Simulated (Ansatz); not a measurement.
Problem. Each is relaxed and computed with r²SCAN (plane waves, PAW; program Ansatz). Which is the only metal?
(A) Nb2Co3Si, P6_3/mmc (Nb on 4f, Co on 6h, Si on 2a)
(B) MgCo2O4, spinel
(C) SiC2N4, Pn-3m (Si on 2a, C on 4c, N on 8e)
(D) LaCoN3, C2/m (Pearson symbol mS20)

Solution. A, Nb2Co3Si, P6_3/mmc (Nb on 4f, Co on 6h, Si on 2a). Nb2Co3Si: metal; MgCo2O4: gap 1.78 eV; LaCoN3: gap 0.68 eV (indirect); SiC2N4: gap 4.82 eV. Standing as an ambient phase not checked: Nb2Co3Si, P6_3/mmc (Nb on 4f, Co on 6h, Si on 2a); MgCo2O4, spinel; LaCoN3, C2/m (Pearson symbol mS20); SiC2N4, Pn-3m (Si on 2a, C on 4c, N on 8e). All cells were relaxed under the symmetry of their starts (and spin orders); stability against distortions was not tested throughout. Rows with no word on spin ran without spin polarisation. Scalar-relativistic: spin–orbit coupling is off unless named, which matters more the heavier the elements.

Potentials: the later of the program's two PAW sets.
